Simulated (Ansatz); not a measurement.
SrBrF:
```
CELL_PARAMETERS angstrom
      4.21757     0.00000     0.00000
      0.00000     4.21757     0.00000
      0.00000     0.00000     7.40817
ATOMIC_POSITIONS crystal
  Sr 0.00000 0.50000 0.81640
  Sr 0.50000 0.00000 0.18360
  Br 0.50000 0.00000 0.65004
  Br 0.00000 0.50000 0.34996
  F  0.50000 0.50000 0.00000
  F  0.00000 0.00000 0.00000
```

Relaxed with r²SCAN.

### Question
Map the electron localisation function on the plane through (0.000, 0.500, 0.816) spanned by u = [1, 0, 0] and v = [0, 0, 1] in lattice vectors, from r²SCAN (plane waves, PAW; program Ansatz).

### Answer
x is the fraction of u, y of v (the angle between them is 90°; rows are the nearest grid lines); atoms in the plane: Sr at (0.00, 0.00), Br at (0.00, 0.53), F at (0.50, 0.18).
```
y \ x   0.000  0.0952  0.190  0.286  0.381  0.476  0.524  0.619  0.714  0.810  0.905   1.00
------  -----  ------  -----  -----  -----  -----  -----  -----  -----  -----  -----  -----
1.00    0.006   0.590  0.864  0.261  0.024  0.060  0.060  0.024  0.261  0.864  0.590  0.006
0.919   0.832   0.869  0.778  0.109  0.015  0.021  0.021  0.015  0.109  0.778  0.869  0.832
0.838   0.362   0.235  0.047  0.014  0.020  0.026  0.026  0.020  0.014  0.047  0.235  0.362
0.757   0.239   0.192  0.083  0.024  0.015  0.016  0.016  0.015  0.024  0.083  0.192  0.239
0.703   0.836   0.793  0.583  0.149  0.021  0.011  0.011  0.021  0.149  0.583  0.793  0.836
0.622   0.799   0.871  0.857  0.682  0.190  0.017  0.017  0.190  0.682  0.857  0.871  0.799
0.541   0.000   0.124  0.870  0.809  0.438  0.031  0.031  0.438  0.809  0.870  0.124  0.000
0.459   0.508   0.790  0.878  0.766  0.305  0.028  0.028  0.305  0.766  0.878  0.790  0.508
0.378   0.810   0.785  0.630  0.158  0.030  0.035  0.035  0.030  0.158  0.630  0.785  0.810
0.297   0.206   0.109  0.029  0.098  0.516  0.702  0.702  0.516  0.098  0.029  0.109  0.206
0.243   0.010   0.011  0.051  0.504  0.797  0.792  0.792  0.797  0.504  0.051  0.011  0.010
0.162   0.442   0.198  0.036  0.566  0.814  0.543  0.543  0.814  0.566  0.036  0.198  0.442
0.0811  0.847   0.870  0.627  0.059  0.581  0.762  0.762  0.581  0.059  0.627  0.870  0.847
0.000   0.006   0.590  0.864  0.261  0.024  0.060  0.060  0.024  0.261  0.864  0.590  0.006
```

The density is the valence pseudo-density with augmentation charge, so density and ELF within about 1 Å of a nucleus are not all-electron values.

Space group P4/nmm. The first step of the workflow began from a Materials Project structure, measured or hypothetical; the Crystallography Open Database copy checked does not list it. Its standing as an ambient phase is unchecked. Symmetry was held in the r²SCAN relaxation; whether a distortion lowers the energy is not shown.

Potentials: the later of the program's two PAW sets.
